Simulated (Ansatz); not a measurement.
AlCl3:
```
CELL_PARAMETERS angstrom
      2.92250     5.05823     0.00000
     -2.92250     5.05823     0.00000
     -1.89000     0.00000     5.68176
ATOMIC_POSITIONS crystal
  Al 0.16656 0.16656 0.00000
  Al 0.83344 0.83344 0.00000
  Cl 0.78086 0.21914 0.76672
  Cl 0.21914 0.78086 0.23328
  Cl 0.92945 0.42520 0.23134
  Cl 0.07055 0.57480 0.76866
  Cl 0.42520 0.92945 0.76866
  Cl 0.57480 0.07055 0.23134
```

Relaxed with LDA.

Give the optical modes at the zone centre with their infrared and Raman activity from DFPT, plane-wave PAW LDA (Ansatz code).

Transverse frequencies, without the LO–TO term; a row sums one degenerate level.

```csv
ω (cm⁻¹),degeneracy,IR ((D/Å)²/amu),Raman (Å⁴/amu),activity,symmetry
114,1,0.00,0.43,Raman,Bg
116,1,0.00,0.52,Raman,Ag
134,1,0.02,0,IR,Bu
166,1,0.00,7.6,Raman,Ag
168,1,0.00,0,silent,Bg
172,1,1.82,0,IR,Bu
174,1,1.92,0,IR,Au
203,1,0.00,2.3,Raman,Bg
207,1,0.00,2.3,Raman,Ag
245,1,0.00,1.5,Raman,Ag
245,1,0.00,1.2,Raman,Bg
246,1,0.55,0,IR,Au
246,1,0.56,0,IR,Bu
302,1,0.08,0,IR,Au
303,1,0.00,120,Raman,Ag
326,1,0.00,0,silent,Bg
333,1,20.12,0,IR,Bu
334,1,19.99,0,IR,Au
398,1,0.00,1.0,Raman,Ag
399,1,0.00,0.94,Raman,Bg
453,1,10.32,0,IR,Bu
```

How high does the top mode go among those that the LO–TO term moves?

436 cm⁻¹ for q along x, 436 cm⁻¹ for q along y, 498 cm⁻¹ for q along z.

Space group C2/m. The workflow started from a Materials Project entry (that database holds measured and hypothetical structures alike); the Crystallography Open Database files this formula in space group No. 12, but the cells were not matched. Its standing as an ambient phase is unchecked. The cell was relaxed with LDA under the symmetry of its start; phonons on a q-mesh show no instability. A crystal of weakly bound layers computed without a dispersion correction: the cell and the soft elastic constants depend strongly on that.

Potentials: the later of the program's two PAW sets.
